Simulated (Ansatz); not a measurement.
## Bands of TaGa$_{3}$

```yaml
crystal:
  lattice:
    - [-1.89517, 1.89517, 4.33188]
    - [1.89517, -1.89517, 4.33188]
    - [1.89517, 1.89517, -4.33188]
  atoms:
    - { symbol: Ta, position: [0.00000, 0.00000, 0.00000] }
    - { symbol: Ga, position: [0.50000, 0.50000, 0.00000] }
    - { symbol: Ga, position: [0.75000, 0.25000, 0.50000] }
    - { symbol: Ga, position: [0.25000, 0.75000, 0.50000] }
```

Atom numbers follow the list: Ta1, Ga2, Ga3, Ga4.

The conventional cell has a = 3.790 Å, b = 3.790 Å, c = 8.664 Å, α = 90.00°, β = 90.00°, γ = 90.00°. Around Ta (atom 1) lie 12 Ga at 2.68 to 2.88 Å. Ga (atom 2) has 4 Ta at 2.68 Å and 8 Ga at 2.88 Å as nearest neighbours. Ga (atom 3) is surrounded by 8 Ga at 2.68 to 2.88 Å and 4 Ta at 2.88 Å.

Structure from Materials Project entry mp-11416 (possibly hypothetical), not relaxed further.

No spin–orbit coupling, which matters for the heavy atoms here.

The calculation used DFT, PBEsol, all-electron LAPW, scalar-relativistic (Ansatz 0.2.0).

The runs use a Γ-centred 14×14×14 k mesh, Fermi–Dirac smearing of 0.03 eV, basis error target 1 meV/atom, no spin polarisation.

Points in fractions of the reciprocal vectors of this cell: Γ (0, 0, 0), X (0, 0, 0.5), P (0.25, 0.25, 0.25), N (0, 0.5, 0), M (0.5, 0.5, -0.5), S (0.298, 0.702, -0.298), S0 (-0.298, 0.298, 0.298). The path joins them by straight lines in the order Γ–X–P–N–Γ–M–S–S0–Γ; legs that retrace an earlier one aren't tabulated. Energies are in eV from the Fermi level.

Q: Metal or insulator at this level of theory?

A: No gap opens: metallic or semimetallic.

Q: Tabulate bands 50 to 56, counted from the lowest band of the run, along the path.

A: 
```
k (1/Å)  point  band 50  band 51  band 52  band 53  band 54  band 55  band 56
   0.00      Γ    -2.92    -2.57    -2.57    -0.46     0.51     1.32     1.32
   0.17           -3.18    -3.01    -2.39    -0.51     0.29     1.48     1.77
   0.33           -4.13    -3.21    -2.10    -1.91     1.59     1.85     2.08
   0.50           -4.55    -3.42    -2.93    -1.98     1.89     2.00     2.13
   0.67           -4.71    -3.58    -2.98    -2.10     0.60     2.14     2.23
   0.84           -4.79    -3.66    -2.86    -2.31    -0.19     1.96     2.57
   1.00           -4.83    -3.69    -3.50    -2.47     0.42     1.77     2.68
   1.17      X    -4.84    -3.90    -3.69    -2.53     1.47     1.70     1.80
   1.22           -4.91    -3.80    -3.68    -2.55     1.47     1.70     1.82
   1.28           -5.08    -3.64    -3.57    -2.60     1.47     1.70     1.89
   1.33           -5.26    -3.58    -3.28    -2.68     1.42     1.66     1.70
   1.38           -5.43    -3.50    -2.98    -2.78     1.13     1.52     1.70
   1.43           -5.55    -3.40    -2.90    -2.71     0.77     1.50     1.70
   1.48           -5.63    -3.28    -3.03    -2.51     0.51     1.50     1.70
   1.53      P    -5.66    -3.16    -3.16    -2.44     0.42     1.50     1.70
   1.65           -5.18    -3.34    -3.16    -2.35     0.57     1.32     1.66
   1.77           -4.42    -3.70    -3.15    -2.10     0.56     1.39     1.68
   1.89           -4.41    -3.31    -3.09    -1.76     0.29     1.44     2.09
   2.01           -4.83    -3.00    -2.50    -1.35     0.19     1.37     2.19
   2.13           -4.99    -2.87    -1.91    -0.94     0.49     1.31     2.18
   2.25           -4.79    -2.77    -1.68    -0.62     1.09     1.45     2.18
   2.36      N    -4.72    -2.73    -1.63    -0.49     1.16     2.04     2.18
   2.49           -4.62    -2.66    -1.68    -0.65     0.92     2.22     2.23
   2.62           -4.33    -2.48    -1.84    -1.00     0.50     1.86     2.65
   2.75           -3.94    -2.24    -2.12    -1.30     0.18     1.68     2.84
   2.88           -3.56    -2.48    -2.20    -1.21     0.13     1.64     2.28
   3.01           -3.31    -2.75    -2.37    -0.70     0.38     1.01     2.34
   3.14           -3.04    -2.77    -2.52    -0.02    -0.02     1.04     1.92
   3.27      Γ    -2.92    -2.57    -2.57    -0.46     0.51     1.32     1.32
   3.37           -2.99    -2.55    -2.55    -0.33     0.51     1.28     1.28
   3.48           -2.70    -2.49    -2.49     0.04     0.52     1.17     1.17
   3.58           -2.39    -2.39    -2.05     0.53     0.58     0.97     0.97
   3.68           -2.26    -2.26    -1.63     0.53     0.70     0.70     1.23
   3.79           -2.12    -2.12    -1.44     0.42     0.42     0.54     1.97
   3.89           -2.00    -2.00    -1.39     0.21     0.21     0.55     2.72
   3.99      M    -1.95    -1.95    -1.39     0.12     0.12     0.55     3.19
   4.09           -2.15    -1.98    -1.08     0.04     0.12     0.55     3.07
   4.19           -2.27    -2.05    -0.64    -0.18     0.11     0.56     2.60
   4.28           -2.23    -2.17    -0.49    -0.25     0.09     0.63     1.96
   4.38           -2.32    -2.10    -0.83     0.05     0.08     0.80     1.32
   4.47           -2.47    -1.97    -1.17    -0.03     0.29     0.88     1.07
   4.57           -2.60    -1.96    -1.49    -0.15     0.20     0.95     1.44
   4.66      S    -2.68    -2.18    -1.78    -0.33     0.24     1.17     1.89
   4.78           -2.72    -2.70    -1.76    -0.42     0.50     1.34     2.06
   4.89           -3.60    -2.72    -1.68    -0.47     0.90     1.66     2.09
   5.00           -4.48    -2.73    -1.64    -0.49     1.13     2.04     2.08
   5.12           -4.48    -2.73    -1.64    -0.49     1.13     2.04     2.08
   5.23           -3.60    -2.72    -1.68    -0.47     0.90     1.66     2.09
   5.34           -2.72    -2.70    -1.76    -0.42     0.50     1.34     2.06
   5.46     S0    -2.68    -2.18    -1.78    -0.33     0.24     1.17     1.89
   5.60           -2.78    -2.69    -2.16    -0.69     0.71     1.33     2.24
   5.74           -3.44    -2.52    -2.48    -1.13     1.05     1.47     1.83
   5.88           -3.99    -2.76    -2.18    -1.58     0.61     1.66     2.26
   6.02           -3.90    -2.98    -1.99    -1.66     0.31     1.65     2.67
   6.16           -3.31    -3.09    -2.30    -0.98     0.43     1.12     2.37
   6.30           -3.00    -2.90    -2.50    -0.16     0.10     0.95     2.10
   6.44      Γ    -2.92    -2.57    -2.57    -0.46     0.51     1.32     1.32
```
